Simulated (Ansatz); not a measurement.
Relaxed MgO (rock salt):

```
MgO
1.0
    0.00000     2.12687     2.12687
    2.12687     0.00000     2.12687
    2.12687     2.12687     0.00000
O Mg
1 1
Direct
  0.00000   0.00000   0.00000
  0.50000   0.50000   0.50000
```

Calculation: PBE (plane waves to 420 eV, PAW, scalar-relativistic; Ansatz, a quantum-chemistry and plane-wave program). k mesh 11×11×11 (Γ-centred), Fermi-Dirac smearing 0.05 eV. MgO was relaxed with its symmetry unable to fall.

One atom of the cell was then moved (with its periodic images), all else fixed, and the forces (eV/Å) came out as:

```
atom      Fx      Fy     Fz
----  ------  ------  -----
O1     0.816  -0.816  0.000
Mg2   -0.816   0.816  0.000
```

With two atoms only their relative shift counts; take Mg2 as fixed.

Question: Which atom was moved, and by which vector (Å)?

Answer: O1, by (-0.16, 0.16, 0.00), 0.23 Å in all.

(A displaced cell: forces are minus the slopes of the energy, force constants its curvatures, and phonons follow from these.)
